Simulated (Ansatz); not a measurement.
Mg6Cu16Si7:
```yaml
crystal:
  lattice:
    - [0.00000, 5.79266, 5.79266]
    - [5.79266, 0.00000, 5.79266]
    - [5.79266, 5.79266, 0.00000]
  atoms:
    - { symbol: Mg, position: [0.79586, 0.20414, 0.79586] }
    - { symbol: Mg, position: [0.20414, 0.79586, 0.20414] }
    - { symbol: Mg, position: [0.79586, 0.20414, 0.20414] }
    - { symbol: Mg, position: [0.20414, 0.79586, 0.79586] }
    - { symbol: Mg, position: [0.79586, 0.79586, 0.20414] }
    - { symbol: Mg, position: [0.20414, 0.20414, 0.79586] }
    - { symbol: Si, position: [0.50000, 0.50000, 0.50000] }
    - { symbol: Si, position: [0.50000, 0.00000, 0.50000] }
    - { symbol: Si, position: [0.00000, 0.50000, 0.50000] }
    - { symbol: Si, position: [0.00000, 0.50000, 0.00000] }
    - { symbol: Si, position: [0.50000, 0.00000, 0.00000] }
    - { symbol: Si, position: [0.50000, 0.50000, 0.00000] }
    - { symbol: Si, position: [0.00000, 0.00000, 0.50000] }
    - { symbol: Cu, position: [0.62011, 0.62011, 0.62011] }
    - { symbol: Cu, position: [0.37989, 0.37989, 0.37989] }
    - { symbol: Cu, position: [0.86034, 0.37989, 0.37989] }
    - { symbol: Cu, position: [0.13966, 0.62011, 0.62011] }
    - { symbol: Cu, position: [0.62011, 0.62011, 0.13966] }
    - { symbol: Cu, position: [0.37989, 0.37989, 0.86034] }
    - { symbol: Cu, position: [0.37989, 0.86034, 0.37989] }
    - { symbol: Cu, position: [0.62011, 0.13966, 0.62011] }
    - { symbol: Cu, position: [0.83194, 0.83194, 0.83194] }
    - { symbol: Cu, position: [0.16806, 0.16806, 0.16806] }
    - { symbol: Cu, position: [0.49583, 0.16806, 0.16806] }
    - { symbol: Cu, position: [0.50417, 0.83194, 0.83194] }
    - { symbol: Cu, position: [0.83194, 0.83194, 0.50417] }
    - { symbol: Cu, position: [0.16806, 0.16806, 0.49583] }
    - { symbol: Cu, position: [0.16806, 0.49583, 0.16806] }
    - { symbol: Cu, position: [0.83194, 0.50417, 0.83194] }
```

Relaxed with r²SCAN. Special points in fractions of this cell's reciprocal vectors: Γ (0.000, 0.000, 0.000); X (0.500, 0.000, 0.500); U (0.625, 0.250, 0.625); K (0.375, 0.375, 0.750); L (0.500, 0.500, 0.500); W (0.500, 0.250, 0.750).

Question: List the band energies nearest the Fermi level at these points for the program Ansatz at the r²SCAN level (PAW).

Answer: In eV from the Fermi level; about four levels below and three above (degenerate sets whole), none deeper than 8.9 eV; points with the same levels are listed once.

| k | below | above |
|---|---|---|
| Γ | -0.19 -0.19 -0.07 -0.07 -0.07 | 0.56 0.56 0.56 |
| X | -0.67 -0.63 -0.52 -0.52 | 0.23 0.32 0.50 |
| U | -0.89 -0.56 -0.50 -0.28 | 0.31 0.44 1.12 |
| L | -0.84 -0.78 -0.76 -0.76 | 0.87 1.03 1.13 1.13 |
| W | -0.77 -0.67 -0.24 -0.24 | 0.54 1.68 1.72 |

Space group Fm-3m. The workflow started from a Materials Project entry (that database holds measured and hypothetical structures alike); the Crystallography Open Database files this formula in space group No. 225, but the cells were not matched. Whether it is the stable phase at ambient conditions was not checked. Symmetry was held in the r²SCAN relaxation; whether a distortion lowers the energy is not shown. No spin polarisation was allowed.

Potentials: the later of the program's two PAW sets.
